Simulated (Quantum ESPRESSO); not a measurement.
# Strain and stress in Si3AlC3N

Calculated results; nothing here was measured. They come from pw.x of Quantum ESPRESSO 7.5, a plane-wave density functional program, with PseudoDojo standard norm-conserving files (v0.5 for PBE, v0.4.1 for LDA and PBEsol). The cells are made up: elements, strain and atom displacements were drawn at random, and nothing was relaxed. There is no spin polarisation, spin-orbit coupling or dispersion term.

The cell has 8 sites of a zincblende or diamond lattice. Sites 1 to 4 hold Si Si Si Al; sites 5 to 8 hold C N C C. Cell vectors in Å: (4.378, 0.041, 0.046); (0.041, 4.406, -0.042); (0.046, -0.042, 4.424). Settings: PBE, cutoff 1143 eV, 4 x 4 x 4 k mesh shifted by half a step, Fermi-Dirac smearing of 0.025 eV.

Each run adds the same strain along x and y to one cell, with the atoms carried along; the vectors above are those of run 3. Stress is positive in tension and P is minus a third of its trace. E is the free energy for each atom above the lowest run shown. The last column is band 17 less band 16 at Gamma, from a band step after each run.

```
run,strain (%),s_xx (GPa),s_yy (GPa),s_zz (GPa),s_xy (GPa),P (GPa),E (meV/atom),level step at Gamma (eV)
1,-2.11,-13.00,-11.42,-3.23,4.23,9.21,18.94,0.715
2,-1.43,-9.37,-7.73,-1.25,4.06,6.11,9.74,0.722
3,-0.17,-3.13,-1.42,2.09,3.75,0.82,0.77,0.728
4,0.28,-1.05,0.69,3.18,3.65,-0.94,0.00,0.728
6,1.95,6.02,7.85,6.80,3.28,-6.89,7.76,0.715
7,2.34,7.53,9.38,7.56,3.20,-8.16,11.85,0.710
5,1.31,?,?,?,?,?,?,?
```

A rerun of one of these cells at 1437 eV and k mesh 6 x 6 x 6 moved values by no more than 0.006 eV in the cell's energy, 0.02 GPa in stress and 0.003 eV/Å in force.

## Worked fit

A parabola through the six runs shown gives s_xx = -2.34 + 4.65 e - 0.188 e² GPa, with e in per cent and a scatter of 0.01 GPa. The slope is a stiffness of 465 ± 2 GPa for each unit of this strain at e = 0, the sum of the responses of s_xx to strain along x and along y. The atoms are clamped, and relaxing them would in general lower it. The error is the larger of the fit's own and the change that a cubic makes, rounded up.

## Withheld run

Question: what s_xx should run 5 give?

The fit gives 3.43 GPa. The calculation gave 3.43 GPa.

```
run,strain (%),s_xx (GPa),s_yy (GPa),s_zz (GPa),s_xy (GPa),P (GPa),E (meV/atom),level step at Gamma (eV)
5,1.31,3.43,5.22,5.49,3.42,-4.71,2.89,0.722
```